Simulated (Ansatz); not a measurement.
TaAs:
```cif
data_As4Ta4
_chemical_formula_sum 'Ta4 As4'
_space_group_name_H-M_alt 'I41md'
_space_group_IT_number 109
_space_group_name_Hall 'I 4bw -2'
_cell_length_a 3.42868
_cell_length_b 3.42868
_cell_length_c 11.58421
_cell_angle_alpha 90.000
_cell_angle_beta 90.000
_cell_angle_gamma 90.000
loop_
_atom_site_label
_atom_site_type_symbol
_atom_site_symmetry_multiplicity
_atom_site_Wyckoff_symbol
_atom_site_fract_x
_atom_site_fract_y
_atom_site_fract_z
_atom_site_occupancy
Ta1 Ta 4 a 0.00000 0.00000 0.75030 1
As1 As 4 a 0.00000 0.00000 0.33230 1
```
(The calculation used a cell of 4 atoms; values per cell refer to that cell.)

Relaxed with PBEsol.

Q: Which orbitals make up the states near the Fermi level in the program Ansatz at the PBEsol level (PAW)?

A: Within 0.5 eV of the Fermi level: Ta 5d 86 %, As 4p 10 %. Projections are on Löwdin-orthogonalised atomic valence shells; empty p or d shells of many metals are not among them.

Q: Tabulate the density of states.

A: States/eV per cell of 4 atoms, in 0.25 eV bins, energy from the Fermi level.

```csv
E (eV),total,Ta 5d,As 4p,Ta 6s
-7.85,0.00,0.00,0.00,0.00
-7.60,0.00,0.00,0.00,0.00
-7.35,0.30,0.05,0.17,0.06
-7.10,0.68,0.12,0.37,0.13
-6.85,0.97,0.20,0.54,0.15
-6.60,1.35,0.33,0.74,0.18
-6.35,1.49,0.39,0.82,0.19
-6.10,2.51,0.70,1.41,0.28
-5.85,2.84,0.93,1.56,0.23
-5.60,2.37,0.82,1.29,0.16
-5.35,1.04,0.33,0.54,0.08
-5.10,1.36,0.41,0.79,0.06
-4.85,1.99,0.63,1.16,0.09
-4.60,2.23,0.74,1.28,0.09
-4.35,2.45,0.82,1.42,0.09
-4.10,2.47,0.92,1.38,0.07
-3.85,2.54,1.02,1.36,0.06
-3.60,2.85,1.22,1.49,0.06
-3.35,2.98,1.26,1.58,0.06
-3.10,3.98,1.70,2.11,0.07
-2.85,3.59,1.63,1.82,0.05
-2.60,3.44,1.74,1.58,0.04
-2.35,2.41,1.31,1.02,0.04
-2.10,1.41,0.85,0.51,0.02
-1.85,1.24,0.83,0.35,0.02
-1.60,2.76,2.12,0.46,0.07
-1.35,4.02,3.14,0.45,0.24
-1.10,3.24,2.53,0.40,0.12
-0.85,2.92,2.37,0.34,0.06
-0.60,1.57,1.28,0.22,0.01
-0.35,0.77,0.63,0.11,0.01
-0.10,0.22,0.19,0.02,0.00
0.15,0.62,0.55,0.05,0.00
0.40,1.83,1.59,0.16,0.01
0.65,1.56,1.32,0.18,0.01
0.90,1.72,1.46,0.18,0.01
1.15,2.04,1.74,0.18,0.02
1.40,2.80,2.37,0.24,0.04
1.65,2.53,2.08,0.25,0.05
1.90,2.57,2.07,0.26,0.06
2.15,3.21,2.42,0.38,0.12
2.40,3.66,2.68,0.41,0.22
2.65,3.99,2.86,0.40,0.30
2.90,4.04,2.80,0.52,0.25
3.15,4.47,2.97,0.62,0.27
3.40,3.39,2.02,0.51,0.38
3.65,3.58,2.03,0.69,0.33
3.90,4.36,2.41,0.90,0.36
```

Space group I4_1md. Symmetry was held in the PBEsol relaxation; of distortions, only those at the zone centre were tested. The run is not spin-polarised. A small band overlap can be real or an error of a semilocal functional. Spin–orbit coupling is left out wherever it is not named.

Potentials: the earlier of the program's two PAW sets.
